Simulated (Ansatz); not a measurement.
Consider the following.

Eu (bcc, W type)

```xyz
1
Lattice="-2.2250 2.2250 2.2250 2.2250 -2.2250 2.2250 2.2250 2.2250 -2.2250" Properties=species:S:1:pos:R:3 pbc="T T T"
Eu     0.0000     0.0000     0.0000
```

Equation-of-state scan: isotropic scaling of the cell above, V₀ being its volume. Symmetry pins the atoms to their sites.

These are r2SCAN (plane waves to 500 eV, PAW, scalar-relativistic; Ansatz, a program for electronic structure) values and carry that method's errors. k mesh 15×15×15 (Γ-centred), Fermi-Dirac smearing 0.05 eV. Energies are smeared free energies. Stress and pressure are positive under compression. Eu was relaxed with its symmetry unable to fall. Relaxed Eu ends ferromagnetic. The PAW data are Ansatz's earlier set. The relaxed volume of Eu is well below the measured one. The magnetic order is the one the run started from; other orders were not tried. The filling of the f shell was not checked against other fillings, so treat energies with care. ΔE is measured from the relaxed starting cell.

The scan covers V/V₀ from 0.900 to 1.100 in 9 points.

Task: What bulk modulus B₀ follows from a third-order Birch-Murnaghan fit?

Result: 14.3 GPa.

Task: What is the fitted pressure derivative B₀′?

Result: 3.5.

(Under strain, the slope of the energy per volume gives the stress and its curvature an elastic modulus.)
